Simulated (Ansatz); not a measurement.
A relaxed cell of ScAlC4N4 is given with its symmetry left out. The cell was found from a structure generator's guess, not taken from experiment.

All numbers below come from DFT PBE, scalar-relativistic, plane waves, PAW (Ansatz 0.2.0). Cutoff 420 eV, Γ-centred mesh, Gaussian smearing, no spin polarisation.

```
Sc Al C N
1.0
     4.36573   -5.37410    0.00000
     4.36573    5.37410    0.00000
    -0.35387    0.00000    3.44223
Sc Al C N
1 1 4 4
Direct
  0.50000 0.50000 0.00000
  0.00000 0.00000 0.00000
  0.18637 0.81363 0.00000
  0.81363 0.18637 0.00000
  0.78592 0.78592 0.72797
  0.21408 0.21408 0.27203
  0.29527 0.70473 0.00000
  0.70473 0.29527 0.00000
  0.66826 0.66826 0.51875
  0.33174 0.33174 0.48125
```

Formation energies are uncorrected and refer to the elements' standard structures at the same level (N₂ as a molecule).

(1) Find its symmetry and describe it.

(2) What is its formation energy per atom?

(3) Is it a metal?

(4) From what recipe could a structure generator have reached it?

## Answers

(1) C2/m (No. 12). Conventional cell: a = 8.731 Å, b = 10.748 Å, c = 3.460 Å, β = 95.9°. Sc is surrounded by 6 N at 2.20–2.33 Å and 2 C at 2.76 Å; Al has 4 C at 2.00–2.01 Å; C on a site of symmetry 2 has 1 N at 1.17 Å and 1 Al at 2.00 Å; N on a site of symmetry 2 has 1 C at 1.17 Å and 1 Sc at 2.20 Å; 2 more sites not described.

(2) −0.02 eV/atom. The formation energy is too near zero to say whether this cell lies below the elements.

(3) Yes, bands cross the Fermi level on the 6×6×12 mesh.

(4) One such recipe: stacked square cyanide-bridged sheets (C2/m, No. 12). Other recipes can lead to the same cell.

The last run used a 6×6×12 mesh (in the run's order of axes) for its 10-atom cell and Gaussian smearing of 0.10 eV. For metals, differences of a few meV/atom aren't resolved. The reference form of C is held partly by dispersion forces, which this level lacks. Symmetry constrained the relaxation, so the result can be a saddle point.
